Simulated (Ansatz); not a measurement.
TaSe$_{2}$:
```cif
data_Se4Ta2
_chemical_formula_sum 'Ta2 Se4'
_space_group_name_H-M_alt 'P 1'
_space_group_IT_number 1
_cell_length_a 3.39197
_cell_length_b 3.39197
_cell_length_c 12.20814
_cell_angle_alpha 90.000
_cell_angle_beta 90.000
_cell_angle_gamma 120.000
loop_
_space_group_symop_operation_xyz
  'x, y, z'
loop_
_atom_site_label
_atom_site_type_symbol
_atom_site_fract_x
_atom_site_fract_y
_atom_site_fract_z
_atom_site_occupancy
Ta1 Ta 0.00000 0.00000 0.25000 1
Ta2 Ta 0.00000 0.00000 0.75000 1
Se1 Se 0.33333 0.66667 0.11403 1
Se2 Se 0.66667 0.33333 0.61403 1
Se3 Se 0.33333 0.66667 0.38597 1
Se4 Se 0.66667 0.33333 0.88597 1
```

Relaxed with LDA.

Q: Which orbitals make up the states near the Fermi level in DFT-LDA in the program Ansatz with PAW potentials?

A: Within 0.5 eV of the Fermi level: Ta 5d 63 %, Se 4p 31 %. Projections are on Löwdin-orthogonalised atomic valence shells; empty p or d shells of many metals are not among them.

Q: Tabulate the density of states.

A: States/eV per cell of 6 atoms, in 0.25 eV bins, energy from the Fermi level.

| E (eV) | total | Se 4p | Ta 5d | Ta 6s |
|---|---|---|---|---|
| -7.85 | 0.00 | 0.00 | 0.00 | 0.00 |
| -7.60 | 0.00 | 0.00 | 0.00 | 0.00 |
| -7.35 | 0.00 | 0.00 | 0.00 | 0.00 |
| -7.10 | 0.00 | 0.00 | 0.00 | 0.00 |
| -6.85 | 0.00 | 0.00 | 0.00 | 0.00 |
| -6.60 | 0.03 | 0.02 | 0.01 | 0.00 |
| -6.35 | 0.22 | 0.15 | 0.04 | 0.02 |
| -6.10 | 0.47 | 0.31 | 0.09 | 0.04 |
| -5.85 | 2.02 | 1.36 | 0.33 | 0.21 |
| -5.60 | 2.92 | 1.97 | 0.52 | 0.28 |
| -5.35 | 4.21 | 2.82 | 0.86 | 0.35 |
| -5.10 | 4.16 | 2.80 | 0.92 | 0.27 |
| -4.85 | 4.94 | 3.39 | 1.22 | 0.15 |
| -4.60 | 4.31 | 3.03 | 0.88 | 0.16 |
| -4.35 | 3.92 | 2.62 | 0.66 | 0.30 |
| -4.10 | 2.16 | 1.42 | 0.44 | 0.15 |
| -3.85 | 3.90 | 2.58 | 0.90 | 0.17 |
| -3.60 | 6.68 | 4.17 | 1.90 | 0.13 |
| -3.35 | 3.69 | 2.48 | 0.93 | 0.07 |
| -3.10 | 3.99 | 2.80 | 0.97 | 0.05 |
| -2.85 | 4.67 | 3.17 | 1.30 | 0.04 |
| -2.60 | 6.31 | 4.28 | 1.81 | 0.04 |
| -2.35 | 4.89 | 3.26 | 1.45 | 0.03 |
| -2.10 | 4.98 | 3.42 | 1.37 | 0.02 |
| -1.85 | 6.39 | 4.17 | 1.99 | 0.02 |
| -1.60 | 6.42 | 4.34 | 1.83 | 0.02 |
| -1.35 | 5.32 | 3.77 | 1.33 | 0.02 |
| -1.10 | 4.54 | 3.27 | 1.08 | 0.01 |
| -0.85 | 2.81 | 2.02 | 0.67 | 0.01 |
| -0.60 | 1.35 | 0.88 | 0.41 | 0.01 |
| -0.35 | 3.46 | 1.35 | 1.87 | 0.07 |
| -0.10 | 5.74 | 1.64 | 3.77 | 0.08 |
| 0.15 | 3.51 | 0.96 | 2.35 | 0.04 |
| 0.40 | 2.23 | 0.58 | 1.53 | 0.02 |
| 0.65 | 1.09 | 0.28 | 0.76 | 0.01 |
| 0.90 | 0.36 | 0.11 | 0.23 | 0.00 |
| 1.15 | 0.22 | 0.06 | 0.14 | 0.00 |
| 1.40 | 0.06 | 0.01 | 0.04 | 0.00 |
| 1.65 | 0.00 | 0.00 | 0.00 | 0.00 |
| 1.90 | 0.00 | 0.00 | 0.00 | 0.00 |
| 2.15 | 0.42 | 0.13 | 0.26 | 0.00 |
| 2.40 | 2.80 | 0.68 | 1.82 | 0.09 |
| 2.65 | 3.57 | 0.83 | 2.38 | 0.11 |
| 2.90 | 7.09 | 1.88 | 4.63 | 0.15 |
| 3.15 | 8.81 | 2.22 | 5.96 | 0.14 |
| 3.40 | 6.31 | 1.42 | 4.25 | 0.16 |
| 3.65 | 6.93 | 1.77 | 4.46 | 0.17 |
| 3.90 | 6.06 | 1.90 | 3.54 | 0.13 |
| 4.15 | 5.57 | 1.78 | 2.94 | 0.20 |
| 4.40 | 3.98 | 1.30 | 2.00 | 0.18 |
| 4.65 | 3.98 | 1.44 | 1.90 | 0.13 |

Space group P6_3/mmc. The workflow started from an entry of the Crystallography Open Database (COD), which files this formula under 5 space groups. Its standing as an ambient phase is unchecked. The cell was relaxed with LDA under the symmetry of its start; its stability against distortions is not shown here. No spin polarisation was allowed. A crystal of weakly bound layers computed without a dispersion correction: the cell and the soft elastic constants depend strongly on that. Scalar-relativistic: spin–orbit coupling is off unless named, which matters more the heavier the elements.

Potentials: the later of the program's two PAW sets.
